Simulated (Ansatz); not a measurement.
The geometry is COD entry 9008523, unchecked; take it as a test cell. The listed cell was then made from it by scaling, straining or moving an atom.

Zr: DFT, LDA, all-electron PAW with datasets made for the crystal, scalar-relativistic (Ansatz 0.2.0). What sets it apart from a plain run of this crystal: volume scaled by 1.02.

Command: `ansatz run input.yaml --threads 1 --pin off --max-ram 3072MiB --backend cpu --events-out ev --progress --plain --runs-dir out` The run took 9 s on 1 thread of Arm Neoverse V1 (shared host), peak memory 0.38 GiB.

```yaml
crystal:
  lattice:
    - [3.253402808, 0.0, 0.0]
    - [-1.626701404, 2.8175294804, 0.0]
    - [0.0, 0.0, 5.1810870861]
  atoms:
    - { symbol: Zr, position: [0.3333333333, 0.6666666667, 0.25] }
    - { symbol: Zr, position: [0.6666666667, 0.3333333333, 0.75] }
kpoints:
  mp_grid: { grid: [13, 13, 7] }
scf:
  occupations: { method: fermi_dirac, width: 0.03 }
hamiltonian:
  xc: lda
  pseudopotentials: { kind: all_electron, datasets: crystal }
output:
  forces: true
  stress: true
  eigenvalues: true
  efg: { contact_densities: true }
```

Output (standing set-up lines are left out):

```
Crystal: 2 atoms, lattice volume = 47.493 Å³
iter 1 solved again at ethr=2.57e-3 eV; its pass at ethr=1.00e-1 eV (dr2=6.18e-1 eV) is discarded
SCF iter   1: F=—  HF=-195641.893012 eV  |F-HF|=—  |Δ(HF+E_count)|=         —  Δρ=3.16e-2  dr2=6.26e-1  ethr=2.57e-3  ⟨swp⟩=2.4  Hψ=9365  notcnv=0
preconditioner: auto → Kerker (q_TF=auto, 2.435 Å⁻¹)  [metal: Δε(μ)=0.018 eV  Ē_g=5.713 eV  σ=0.030 eV  W_gap=0.14  n_scr=10 (ndim 8)  ℏωp=15.2 eV  f_vac=0.000  D(μ)=2.01/eV (n_scr^D=22)]
SCF iter   2: F=—  HF=-195641.723855 eV  |F-HF|=—  |Δ(HF+E_count)|=   1.69e-1  Δρ=1.93e-2  dr2=2.38e-1  ethr=2.57e-3  ⟨swp⟩=2.0  Hψ=3528  notcnv=0
iter 3 solved again at ethr=1.56e-5 eV; its pass at ethr=9.91e-4 eV (dr2=3.75e-3 eV) is discarded
SCF iter   3: F=—  HF=-195641.634194 eV  |F-HF|=—  |Δ(HF+E_count)|=   8.97e-2  Δρ=3.62e-3  dr2=3.78e-3  ethr=1.56e-5  ⟨swp⟩=2.0  Hψ=8547  notcnv=0
SCF iter   4: F=—  HF=-195641.638857 eV  |F-HF|=—  |Δ(HF+E_count)|=   4.66e-3  Δρ=8.46e-4  dr2=3.10e-4  ethr=1.56e-5  ⟨swp⟩=2.0  Hψ=2854  notcnv=0
SCF iter   5: F=—  HF=-195641.640034 eV  |F-HF|=—  |Δ(HF+E_count)|=   1.18e-3  Δρ=2.62e-4  dr2=2.98e-5  ethr=1.29e-6  ⟨swp⟩=2.1  Hψ=3991  notcnv=0  defer=2
SCF iter   6: F=—  HF=-195641.640032 eV  |F-HF|=—  |Δ(HF+E_count)|=   2.14e-6  Δρ=7.39e-5  dr2=3.01e-6  ethr=1.24e-7  ⟨swp⟩=2.7  Hψ=2880  notcnv=0  defer=1
SCF iter   7: F=-195641.640032 eV  HF=-195641.640032 eV  |F-HF|=1.63e-8  |Δ(HF+E_count)|=   2.17e-7  Δρ=7.22e-6  dr2=2.49e-8  ethr=1.26e-8  ⟨swp⟩=3.0  Hψ=3073  notcnv=0
SCF 1 converged in 7 iterations: F = -195641.640031 eV  dr2 = 2.49e-8
  Residual-converged pass: ⟨swp⟩=4.0  Hψ=4032  notcnv=0  max |occ|·‖R‖ = 5.2e-6 eV (tolerance 5.3e-6 eV)  dr2=2.42e-8  dr2_onsite=1.44e-8  max |Δocc| = 2.7e-9
  greatest PAW one-centre occupation: 0.997 electrons in one spin orbital (limit 2), on the Zr atom at site 1 (counted from 0), in its partial waves of l = 0
SCF converged after 7 iterations
Free energy (F): -195641.640031 eV
Harris-Foulkes:  -195641.640031 eV  (|F-HF|=1.63e-8)
Internal energy: -195641.632610 eV  (E = F + TS)
E sigma→0 (E₀):  -195641.636321 eV
Entropy (-TS):   -0.007421 eV (-3.711 meV/atom)
Past the cutoff: the bands carry plane waves up to 1.75 times it, of which those up to 1.5 times it add -0.000339 eV an atom, each by itself; the spheres take 0.000243 eV an atom off the energy for waves past 1.75 times it
By the cutoff:   a pressure is off by up to 0.006 GPa (1.2 times the spheres' own share and the shells' term, over an atom's volume, and 0.004 GPa: a bound that held against runs at twice the plane waves)
Past the cutoffs: a stress includes 0.0010 GPa for waves and charges beyond them, in addition to the slope of what the spheres take
In the spheres:  the bands' charges fall short by 3.1e-6 e at most (sound up to 1e-3)
Fermi energy:    15.173025 eV
--- Per-component energies (eV) ---
  The terms above E_closure are by the made datasets' own strengths, without shells solved beside the bands.
--- Forces (eV/Å), atoms counted from 1 ---
  atom   1  Zr     0.00000000    -0.00000000     0.00000000
  atom   2  Zr     0.00000000     0.00000000     0.00000000
  max |Σ_I F_I| component: 5.55e-17 eV/Å
--- Stress (GPa, compression-positive) ---
       -7.909055      -0.000000       0.000000
        0.000000      -7.909055       0.000000
        0.000000       0.000000      -7.225436
  P = ⅓ Tr σ = -7.6812 GPa (-76.812 kbar)
--- PAW observables at the nuclei: V_zz in 10²¹ V/m², potentials from the cell's mean, atoms counted from 1 ---
  atom   1  Zr V_zz =    +3.901401   η = 0.0000   by run symmetry: allowed
            electrostatic potential = -5923.986573 V   contact ρ = 488449.564877 e/Å³
  atom   2  Zr V_zz =    +3.901401   η = 0.0000   by run symmetry: allowed
            electrostatic potential = -5923.986573 V   contact ρ = 488449.564877 e/Å³
--- Band table (eV; the first three rows and the last of 84) ---
  k-point 0: bands = ["-33.5776", "-33.4330", "-12.1235", "-11.2962", "-11.2962", "-11.1643", "-11.1604", "-11.1604", "9.5410", "12.1664", "15.9803", "15.9803", "16.1312", "16.3278", "16.6518", "16.6518", "17.2069", "17.2069", "19.4673"]
  k-point 1: bands = ["-33.5706", "-33.4403", "-12.0789", "-11.2895", "-11.2895", "-11.2151", "-11.1672", "-11.1672", "9.7086", "12.1488", "15.8941", "15.8941", "16.0040", "16.0167", "16.5279", "16.5279", "17.4597", "17.4597", "19.5115"]
  k-point 2: bands = ["-33.5508", "-33.4606", "-11.9525", "-11.3553", "-11.2708", "-11.2708", "-11.1862", "-11.1862", "10.1820", "12.0068", "15.4422", "15.6805", "15.7937", "15.7937", "16.2526", "16.2526", "18.0297", "18.0297", "19.5005"]
  k-point 83: bands = ["-33.4194", "-33.4163", "-11.9072", "-11.8999", "-11.6947", "-11.6308", "-11.3314", "-11.3164", "13.4846", "13.5450", "14.1094", "14.1202", "15.0727", "15.1824", "16.9224", "17.3816", "19.4084", "19.5988", "22.5132"]
```
